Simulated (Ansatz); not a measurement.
# Sn₃O, before and after

The guess for Sn₃O was made by a generator: random cell by space group and Wyckoff sites (Im-3m, No. 229). Lengths were set from tabulated atomic sizes, so they are only a guess.

start.cif

```cif
data_structure
_symmetry_space_group_name_H-M 'P 1'
_symmetry_Int_Tables_number 1
_cell_length_a 5.9738
_cell_length_b 5.9738
_cell_length_c 5.9738
_cell_angle_alpha 109.471
_cell_angle_beta 109.471
_cell_angle_gamma 109.471
_cell_volume 164.11
loop_
_atom_site_label
_atom_site_type_symbol
_atom_site_fract_x
_atom_site_fract_y
_atom_site_fract_z
_atom_site_occupancy
Sn1 Sn 0.00000 0.50000 0.50000 1
Sn2 Sn 0.50000 0.00000 0.50000 1
Sn3 Sn 0.50000 0.50000 0.00000 1
O1 O 0.00000 0.00000 0.00000 1
```

Computed with DFT PBE, scalar-relativistic, plane waves, PAW (Ansatz). Cutoff 420 eV, Gaussian smearing, Γ-centred meshes. Cell and atoms relax first on a coarse mesh and then on a finer one. In between, the cell is made exact in the group found at 0.06 Å. In metals the finer mesh still leaves noise of several meV/atom or more. The steps can't lower the symmetry of their start. No spin polarisation.

end.cif

```cif
data_structure
_symmetry_space_group_name_H-M 'P 1'
_symmetry_Int_Tables_number 1
_cell_length_a 4.9446
_cell_length_b 4.9446
_cell_length_c 4.9446
_cell_angle_alpha 109.471
_cell_angle_beta 109.471
_cell_angle_gamma 109.471
_cell_volume 93.06
loop_
_atom_site_label
_atom_site_type_symbol
_atom_site_fract_x
_atom_site_fract_y
_atom_site_fract_z
_atom_site_occupancy
Sn1 Sn 0.00000 0.50000 0.50000 1
Sn2 Sn 0.50000 0.00000 0.50000 1
Sn3 Sn 0.50000 0.50000 0.00000 1
O1 O 0.00000 0.00000 0.00000 1
```

The symmetry stays Im-3m (No. 229). The volume per atom shrinks by 43.3 %, from 41.0 to 23.3 Å³. The shortest distance goes from 3.45 Å (Sn–O and Sn–Sn) to 2.85 Å (Sn–O and Sn–Sn). The energy falls by about 0.82 eV/atom (the start's value is from the coarse mesh).

| Item | Value |
| --- | --- |
| Volume per atom | 23.26 Å³ |
| Density | 6.64 g/cm³ |
| Energy over the elements | −0.01 eV/atom |
| Gap on the 12×12×12 mesh of the 4-atom cell | 0 eV (a metal) |

Formation energies are uncorrected and refer to the elements' standard structures at the same level (O₂ as a molecule). The references include grey tin. The formation energy is too near zero to say whether this cell lies below the elements.

The last run used Gaussian smearing of 0.10 eV. For metals, differences of a few meV/atom aren't resolved. Symmetry constrained the relaxation, so the result can be a saddle point. In all, the 3 runs took 57 s on 1 thread of Arm Neoverse V2 (shared host).
